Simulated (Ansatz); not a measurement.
Problem. Name crystals whose computed values (HSE06 in the plane-wave PAW code Ansatz) fall in these windows: B₀ by P(V) fit (GPa) 47 to 68; gap (eV) 0.35 to 0.44.

Solution. 

```
crystal            B₀ by P(V) fit (GPa)  gap (eV)
-----------------  --------------------  --------
InAs, wurtzite                     57.7      0.40
HgS, zinc blende                   59.4      0.37
InAs, zinc blende                  58.3      0.36
```
Others may fit too.

Not the usual ambient phase: InAs, wurtzite. All cells were relaxed under the symmetry of their starts (and spin orders); stability against distortions was not tested throughout. Scalar-relativistic: spin–orbit coupling is off unless named, which matters more the heavier the elements.

Potentials: the later of the program's two PAW sets.
